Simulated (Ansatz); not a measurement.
NbCo$_{2}$:
```xyz
6
Lattice="0.0000 3.3891 3.3891 3.3891 0.0000 3.3891 3.3891 3.3891 0.0000" Properties=species:S:1:pos:R:3 pbc="T T T"
Nb     0.0000     0.0000     0.0000
Nb     1.6946     1.6946     1.6946
Co     4.2364     4.2364     4.2364
Co     4.2364     2.5419     2.5419
Co     2.5419     2.5419     4.2364
Co     2.5419     4.2364     2.5419
```
The run is spin-polarised; directions of the spins, atom by atom: ↑ ↑ ↑ ↑ ↑ ↑.

Relaxed with r²SCAN.

Question: Tabulate the valence density and the electron localisation function along the shortest Nb–Co contact (2.81 Å), the program Ansatz at the r²SCAN level (PAW).

Answer: 

| distance from Nb (Å) | density (e/Å³) | ELF |
|---|---|---|
| 0.28 | 5.12 | 0.46 |
| 0.42 | 4.95 | 0.70 |
| 0.56 | 3.83 | 0.78 |
| 0.70 | 2.38 | 0.72 |
| 0.84 | 1.25 | 0.53 |
| 0.98 | 0.63 | 0.27 |
| 1.12 | 0.37 | 0.15 |
| 1.26 | 0.28 | 0.17 |
| 1.41 | 0.26 | 0.25 |
| 1.55 | 0.27 | 0.28 |
| 1.69 | 0.32 | 0.22 |
| 1.83 | 0.44 | 0.16 |
| 1.97 | 0.82 | 0.17 |
| 2.11 | 1.87 | 0.26 |
| 2.25 | 4.66 | 0.47 |
| 2.39 | 11.87 | 0.77 |
| 2.53 | 26.90 | 0.94 |

The density is the valence pseudo-density with augmentation charge, so density and ELF within about 1 Å of a nucleus are not all-electron values.

Space group Fd-3m (cubic Laves (MgCu2 type)). The first step of the workflow began from a Materials Project structure, measured or hypothetical; the Crystallography Open Database files this formula in space group No. 227, but the cells were not matched. Whether it is the stable phase at ambient conditions was not checked. The cell was relaxed with r²SCAN under the symmetry of its start; its stability against distortions is not shown here. Spin order of the final state: ferromagnetic, chosen from 4 collinear starts compared on coarse meshes (ties went to the first, and starts can fall back to one state), not a proven ground state. Other orbital occupations within this spin state were not tried.

Potentials: the later of the program's two PAW sets.
